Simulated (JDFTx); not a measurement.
TiSi2(110) slab cut from bulk TiSi2 (space group Cmcm, indices of the conventional cell, lattice of the Materials Project entry mp-1077503, not re-optimised): 14 atoms in 14 planes, a 1x1 cell of 24.91 Å² (|a| = 3.565, |b| = 6.986 Å), 7.4 Å between the outermost planes, Si outermost, slab composition Ti4Si10, cell height 23.2 Å, 6×4×1 k mesh, Fermi smearing 0.01 Ha, no spin polarisation. Whether this polymorph is the ambient one wasn't checked. Neither spin polarisation nor a larger cell was tried.

All numbers are PBE, GBRV ultrasoft potentials, plane waves to 20/100 Ha results from JDFTx (a modified build), not measurements. Liquid: soft-sphere model, water, 1 M NaCl. The neutral cell holds 88 valence electrons and has two faces of 24.906 Å² each. Last filling lines of the neutral and of a charged run (μ in hartree, zero in the bulk liquid):

```
FillingsUpdate:  mu: -0.159313540  nElectrons: 88.000000
FillingsUpdate:  mu: -0.170517000  nElectrons: 87.810103
```

Working it through: both potentials, by the convention U = −μ/e − 4.44 V vs SHE, the surface charge density and the mean capacitance.

U_pzc = 0.15931 × 27.2114 − 4.44 = -0.10 V; U = 0.17052 × 27.2114 − 4.44 = 0.20 V. The cell has -0.1899 excess electrons, a net charge of 0.1899 e, shared by two faces: σ = 0.1899 e / (2 × 24.906 Å²) = 0.00381 e/Å² = 6.1 μC/cm² (1 e/Å² = 1602.18 μC/cm²). C = σ/(U − U_pzc) = 6.1/0.30 ≈ 20 μF/cm².
